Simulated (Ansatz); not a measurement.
SrCd2As2 in space group P-3m1 (No. 164; Sr on 1a, Cd on 2d, As on 2d), PBE in the plane-wave PAW code Ansatz, all energies at zero smearing, with the estimated change up to a 700 eV cutoff added, with one set of potentials and settings (totals compare only within such a set). Cell of 5 atoms (1 Sr, 2 Cd, 2 As): -29768.585 eV.

```json
[
 {"element": "Sr", "reference phase": "C2/m, 3 atoms in the cell", "E (eV/atom)": "-3544.2201"},
 {"element": "Cd", "reference phase": "P6_3/mmc, 2 atoms in the cell", "E (eV/atom)": "-8254.4547"},
 {"element": "As", "reference phase": "R-3m, 2 atoms in the cell", "E (eV/atom)": "-4856.1377"}
]
```

Formation energy per atom, worked out: (-29768.585 − 1×(-3544.2201) − 2×(-8254.4547) − 2×(-4856.1377))/5 = -0.636 eV/atom (-61 kJ per mol of atoms), at 0 K, without zero-point energy or fitted corrections.

The workflow started from a Materials Project entry (that database holds measured and hypothetical structures alike); the Crystallography Open Database copy checked does not list it. Its standing as an ambient phase is unchecked. The cell was relaxed with PBE under the symmetry of its start; its stability against distortions is not shown here. The references are the lowest solids computed at this level, not always the standard phases.

Potentials: the later of the program's two PAW sets.
